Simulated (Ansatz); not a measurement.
Ir:
```
CELL_PARAMETERS angstrom
     -1.53783     1.53783     1.53783
      1.53783    -1.53783     1.53783
      1.53783     1.53783    -1.53783
ATOMIC_POSITIONS crystal
  Ir 0.00000 0.00000 0.00000
```

Relaxed with PBEsol. Special points in fractions of this cell's reciprocal vectors: Γ (0.000, 0.000, 0.000); H (0.500, -0.500, 0.500); N (0.000, 0.000, 0.500); P (0.250, 0.250, 0.250).

### Question
List the band energies nearest the Fermi level at these points for DFT-PBEsol with spin–orbit coupling in the program Ansatz with PAW potentials.

### Answer
In eV from the Fermi level; about four levels below and three above (degenerate sets whole), none deeper than 8.9 eV; … stands for higher levels left out; points with the same levels are listed once.

```csv
k,below,above
Γ,-0.53 -0.53 -0.53 -0.53,16.02 16.02 …
H,-7.21 -7.21 -7.21 -7.21,1.14 1.14 1.14 1.14
N,-0.42 -0.42 -0.11 -0.11,2.26 2.26 7.92 7.92
P,-4.87 -4.87 -4.87 -4.87,0.01 0.01 0.01 0.01
```

Space group Im-3m (bcc (W type)). The start of the workflow was typed in or built on a structure type; neither database checked (COD, Materials Project) lists it. It is not the phase usual at ambient conditions (space group No. 225). The cell was relaxed with PBEsol under the symmetry of its start. At this level the phase is mechanically unstable. The run is not spin-polarised.

Potentials: the earlier of the program's two PAW sets. The files were generated under PBE; for other functionals the program regenerates the frozen cores, and for LDA and PBEsol the local potential too.
